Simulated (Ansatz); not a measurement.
**Li, one cell by several methods**

```
Li
1.0
     1.51949    0.87728    7.58830
    -1.51949    0.87728    7.58830
     0.00000   -1.75455    7.58830
Li
3
Cartesian
  0.0000 0.0000 0.0000
  0.0000 0.0000 5.0538
  0.0000 0.0000 17.7111
```

Atom numbers follow the list: Li1, Li2, Li3.

Structure: COD 9017802, as refined from experiment and not relaxed. The listed cell was then made from it by scaling, straining or moving an atom.

Methods: DFT, PBEsol, PAW with Ansatz's default frozen-core files, scalar-relativistic (Ansatz 0.2.0); DFT, PBEsol, all-electron LAPW, scalar-relativistic (Ansatz 0.2.0).

For PAW: a Γ-centred 12×12×12 k mesh, Fermi–Dirac smearing of 0.05 eV, cutoff 420 eV, no spin polarisation; the PAW files were made with PBE, and the program remakes their frozen cores for this functional. LAPW targets a basis error of 1 meV/atom. The Ansatz runs share mesh, smearing and spin set-up. Plane-wave (PAW) pressures include the program's estimate of the Pulay term.

Stress and pressure are positive in compression.

The change that made this cell: equal xx and yy strain of -2 %.

PAW results:

```csv
quantity,PAW
pressure (GPa),-0.02
stress xx (GPa),0.23
stress zz (GPa),-0.53
```

(1) What does full-potential LAPW give for the same quantities?

## Answers

(1) 
| quantity | LAPW |
| --- | --- |
| pressure (GPa) | -0.02 |
| stress xx (GPa) | 0.23 |
| stress zz (GPa) | -0.52 |
